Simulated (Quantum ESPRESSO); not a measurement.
## Band energies of Ge

```
Ge
1.0
    0.00000     2.83928     2.83928
    2.83928     0.00000     2.83928
    2.83928     2.83928     0.00000
Ge
2
Direct
  0.00000   0.00000   0.00000
  0.25000   0.25000   0.25000
```

PBE (stringent potentials; Quantum ESPRESSO, PseudoDojo norm-conserving, 124 Ry, without SOC); path ΓXWKΓLUWLK,UX; energies in eV from the Fermi level.

```csv
k (1/Å),point,band 18,band 19,band 20,band 21,band 22,band 23,band 24,band 25
0.00,Γ,-24.57,-12.71,-0.08,-0.02,-0.02,-0.02,2.53,2.53
0.33,,-24.55,-12.34,-2.90,-1.13,-1.13,1.69,2.49,4.09
0.77,,-24.54,-10.77,-6.49,-2.68,-2.68,0.62,1.79,7.53
1.11,X,-24.53,-8.86,-8.86,-3.05,-3.05,0.75,0.75,9.40
1.22,,-24.53,-8.85,-8.85,-3.15,-3.15,0.96,0.96,9.05
1.55,,-24.52,-8.78,-8.78,-3.81,-3.81,3.34,3.34,5.69
1.66,W,-24.52,-8.77,-8.77,-3.87,-3.87,4.26,4.26,4.69
2.05,K,-24.51,-9.33,-8.28,-4.29,-2.62,1.15,4.05,7.13
2.48,,-24.53,-10.99,-6.31,-3.69,-1.39,1.96,4.55,4.85
2.80,,-24.54,-12.12,-3.96,-1.96,-0.47,1.72,3.20,3.37
3.22,Γ,-24.57,-12.71,-0.08,-0.02,-0.02,-0.02,2.53,2.53
3.65,,-24.55,-12.12,-4.23,-0.78,-0.78,0.72,3.49,3.49
3.97,,-24.54,-11.08,-6.82,-1.30,-1.30,0.23,3.75,3.75
4.18,L,-24.54,-10.64,-7.56,-1.41,-1.41,0.13,3.72,3.72
4.38,,-24.53,-10.52,-7.55,-2.49,-1.62,1.15,3.56,4.18
4.76,,-24.51,-9.58,-8.02,-4.32,-2.47,1.28,4.77,6.41
4.86,U,-24.51,-9.33,-8.28,-4.29,-2.62,1.15,4.05,7.13
5.06,,-24.51,-9.19,-8.38,-4.18,-3.19,2.22,4.15,5.98
5.25,W,-24.52,-8.77,-8.77,-3.87,-3.87,4.26,4.26,4.69
5.45,,-24.51,-9.53,-8.03,-4.17,-3.14,3.29,3.78,5.57
5.84,,-24.53,-10.52,-7.55,-2.50,-1.65,1.20,3.49,4.24
6.03,L,-24.54,-10.64,-7.56,-1.41,-1.41,0.13,3.72,3.72
6.12,,-24.54,-10.62,-7.56,-1.72,-1.45,0.44,3.66,3.81
6.46,,-24.52,-10.05,-7.67,-3.92,-2.15,1.55,4.69,5.61
6.71,K,-24.51,-9.33,-8.28,-4.29,-2.62,1.15,4.05,7.13
6.71,U,-24.51,-9.33,-8.28,-4.29,-2.62,1.15,4.05,7.13
7.10,X,-24.53,-8.86,-8.86,-3.05,-3.05,0.75,0.75,9.40
```

At this level the gap is closed or nearly so: along the path the highest valence and lowest conduction bands touch, or overlap by less than 0.6 eV, a zero-gap or semimetallic result; the valence top lies at Γ, the conduction bottom at Γ. Semilocal functionals close the gaps of some narrow-gap semiconductors, so this alone doesn't show that the compound has none.

Spin-orbit splittings are left out.

Geometry relaxed with PBEsol.
